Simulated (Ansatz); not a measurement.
CoO:
```yaml
crystal:
  lattice:
    - [2.92214, 0.00000, 0.00000]
    - [-1.46107, 2.53065, 0.00000]
    - [0.00000, 0.00000, 5.10641]
  atoms:
    - { symbol: Co, position: [0.00000, 0.00000, 0.00000], spin: 2.5 }
    - { symbol: Co, position: [0.00000, 0.00000, 0.50000], spin: -2.5 }
    - { symbol: O, position: [0.33333, 0.66667, 0.25000] }
    - { symbol: O, position: [0.66667, 0.33333, 0.75000] }
```

Relaxed with r²SCAN. Special points in fractions of this cell's reciprocal vectors: Γ (0.000, 0.000, 0.000); M (0.500, 0.000, 0.000); K (0.333, 0.333, 0.000); A (0.000, 0.000, 0.500); L (0.500, 0.000, 0.500); H (0.333, 0.333, 0.500).

List the band energies nearest the valence-band maximum at these points for r²SCAN (plane waves, PAW; program Ansatz).

In eV from the valence-band maximum; about four levels below and three above (degenerate sets whole), none deeper than 8.9 eV; … stands for higher levels left out; points with the same levels are listed once.

```json
[
 {"k": "Γ ↑", "below": "-1.97 -1.97 -0.95 -0.95", "above": "0.84 1.91 …"},
 {"k": "M ↑", "below": "-1.99 -1.62 -1.01 0.00", "above": "1.25 2.79 2.96"},
 {"k": "K ↑", "below": "-2.02 -2.02 -0.21 -0.21", "above": "1.11 2.53 2.53"},
 {"k": "A ↑", "below": "-1.11 -1.11 -0.99 -0.99", "above": "0.31 2.48 2.48"},
 {"k": "L ↑", "below": "-1.41 -1.20 -1.12 -0.17", "above": "1.11 2.54 2.70"},
 {"k": "H ↑", "below": "-1.85 -1.85 -0.24 -0.24", "above": "0.97 2.91 2.91"}
]
```

Space group P6_3/mmc (NiAs type). The start of the workflow was typed in or built on a structure type; neither database checked (COD, Materials Project) lists it. It is not the phase usual at ambient conditions (space group No. 225). Symmetry was held in the r²SCAN relaxation, as lowered by the spin order; its stability against distortions is not shown here. Magnetic state: antiferromagnetic, chosen from 5 collinear starts compared on coarse meshes (ties went to the first, and starts can fall back to one state), not a proven ground state. Other orbital occupations within this spin state were not tried. No Hubbard U is applied. Point labels and valley counts follow the cell and symmetry of the run, lower than the named group.

Potentials: the earlier of the program's two PAW sets.
